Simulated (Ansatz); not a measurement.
Consider the following.

NiBi3:
```xyz
16
Lattice="9.2035 0.0000 0.0000 0.0000 4.0750 0.0000 0.0000 0.0000 11.7932" Properties=species:S:1:pos:R:3 pbc="T T T"
Ni     0.7402     1.0188     5.6485
Ni     8.4632     3.0563     6.1447
Ni     3.8615     3.0563    11.5451
Ni     5.3420     1.0188     0.2481
Bi     1.8911     3.0563     7.0643
Bi     7.3124     1.0188     4.7289
Bi     2.7106     1.0188     1.1677
Bi     6.4928     3.0563    10.6256
Bi     1.4071     3.0563    10.4944
Bi     7.7963     1.0188     1.2989
Bi     3.1946     1.0188     4.5977
Bi     6.0089     3.0563     7.1955
Bi     3.8739     1.0188     9.7185
Bi     5.3296     3.0563     2.0747
Bi     0.7279     3.0563     3.8219
Bi     8.4756     1.0188     7.9714
```

This is the r²SCAN-relaxed structure.

### Question
All from plane-wave PAW r²SCAN (Ansatz code), unless another level is named. Predict the formation energy from the elements (no fitted shifts).

### Answer
0.026 eV/atom.

### Question
Predict the density of states at the Fermi level.

### Answer
0.61 states/eV per atom (mean over ±0.08 eV).

Space group Pnma. The workflow started from a Materials Project entry (that database holds measured and hypothetical structures alike); the Crystallography Open Database copy checked does not list it. Whether it is the stable phase at ambient conditions was not checked. The r²SCAN relaxation kept the symmetry of its start; whether a distortion lowers the energy is not shown. No spin polarisation was allowed. The references are the lowest solids computed at this level, not always the standard phases. Scalar-relativistic: spin–orbit coupling is off unless named, which matters more the heavier the elements.

Potentials: the later of the program's two PAW sets.
